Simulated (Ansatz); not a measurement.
**One relaxed cell of Cs$_{2}$P$_{3}$ at several levels**

A database entry relaxed whole under r2SCAN at zero pressure (Fmmm, No. 69):

```xyz
10
Lattice="0.0000 5.0368 7.5732 4.7580 0.0000 7.5732 4.7580 5.0368 0.0000" Properties=species:S:1:pos:R:3 pbc="T T T"
Cs    2.3790    2.5184    3.7866
Cs    7.1370    7.5552   11.3598
Cs    4.7580    7.1971    7.5732
Cs    4.7580    2.8765    7.5732
P     7.6559    5.0368    8.6493
P     7.6559    5.0368    6.4971
P     1.8600    5.0368    6.4971
P     1.8600    5.0368    8.6493
P     4.7580    5.0368    2.1644
P     4.7580    5.0368   12.9820
```

Its volume is 36.30 Å³ an atom, +2.9 % against the entry's 35.29, a cell as deposited in COD (1987).

Single points on this cell with plane-wave PAW DFT (Ansatz 0.2.0; r2SCAN 500 eV, hybrids 420 eV; fermi-dirac occupations of width 0.020 eV; no moments): r2SCAN on a 6×6×6 Γ-centred mesh; r2SCAN with spin-orbit coupling on a 4×4×4 Γ-centred mesh; HSE06 on a 4×4×4 Γ-centred mesh; PBE0 on a 4×4×4 Γ-centred mesh.

Task: What does each level give for gap and charges?

Result: The runs give:

```csv
level,"gap (eV), or kind",pressure (GPa),Bader charge of Cs (e),Bader charge of P (e)
r2SCAN,1.08,0.0,+0.77,-0.51
r2SCAN with spin-orbit coupling,1.08,0.0,+0.77,-0.51
HSE06,1.42,-0.1,+0.76,-0.51
PBE0,2.05,-0.2,+0.77,-0.51
```

Under r2SCAN the gap is 1.08 eV, over mesh and band path. HSE06 moves it by +0.35 eV and PBE0 by +0.97 eV; PBE0 keeps its exact exchange at long range, which widens the gap over HSE06's by 0.63 eV on their common mesh. Spin-orbit coupling moves the r2SCAN gap by +0.00 eV.

Caveats: the relaxation kept the start's symmetry; HSE06 is read on its mesh and at the zone's corners, PBE0 on its mesh alone; hybrid pressures are good to a few tenths of a GPa; pressure is positive in compression.
